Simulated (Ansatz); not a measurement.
# MgSc (Pm-3m): the size of the finite step

```xyz
2
Lattice="3.5995 0.0000 0.0000 0.0000 3.5995 0.0000 0.0000 0.0000 3.5995" Properties=species:S:1:pos:R:3 pbc="T T T"
Mg    0.0000    0.0000    0.0000
Sc    1.7997    1.7997    1.7997
```

Level of theory, where no other is named: r²SCAN, PAW on Ansatz 0.2.0's default frozen-core files (fitted under PBE), scalar-relativistic. k mesh 12×12×12, strains of ±0.008, Fermi-Dirac smearing of 0.100 eV, cutoff 500 eV. The cell was relaxed by PAW under this functional. This phase needn't be the one found at ambient conditions.

Elastic constants come from stresses at strains of ±0.008 (two-point stencil): C11 = 68.8, C12 = 43.2, C44 = 58.9 GPa. What does an amplitude of 0.08 give?

C11 = 71.0, C12 = 43.9, C44 = 56.9 GPa. A large step picks up anharmonic terms.

Known limits: frozen-core PAW files fitted under PBE, their cores solved anew for the functional of the run; responses of metals move with mesh and smearing.
